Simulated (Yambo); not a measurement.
Yambo run on SiO2 (space group P6_322, No. 182). The wavefunctions are PBEsol (Quantum ESPRESSO, PseudoDojo norm-conserving, 84 Ry, scalar-relativistic) ones on a 3×3×2 mesh (32 occupied bands); a = b = 5.069 Å, c = 8.558 Å, α = β = 90.00°, γ = 120.00°.

Yambo input:

```
rim_cut
gw0
dyson
el_el_corr
HF_and_locXC
cohsex
em1s
RandQpts= 1000000
RandGvec= 1 Ry
EXXRLvcs= 84 Ry
VXCRLvcs= 336 Ry
Chimod= "HARTREE"
% BndsRnXs
 1 | 273 |
%
NGsBlkXs= 7 Ry
% LongDrXs
 1.0 | 1.0 | 1.0 |
%
ExtendOut
% QPkrange
 1 | 1 | 32 | 33 |
 3 | 3 | 32 | 32 |
%
```

k points by index: 1 = Γ, 3 = (0, 0.333, 0).

Resulting energies as the program prints them:

```
#    K-point    Band    Eo [eV]    E [eV]    E-Eo [eV]    Vxc [eV]    Vnlxc [eV]    Sc|Eo [eV]    Re(Z)    Im(Z)
#
    1    32    -0.002246    -3.673773    -3.671526    -19.95460    -25.91085    2.284717    1.000000    0.000000
    1    33    5.679379    6.091777    0.412397    -8.883804    -4.993506    -3.477901    1.000000    0.000000
    3    32    0.000000    -3.644816    -3.644816    -19.97467    -25.93128    2.311792    1.000000    0.000000
```
(The two width columns are left out.) Convergence of these settings isn't established.

Geometry of the Materials Project entry, not relaxed at this level.

This is not the ordinary phase of the substance; no match was found in the copy of COD used, and its stability was not checked.
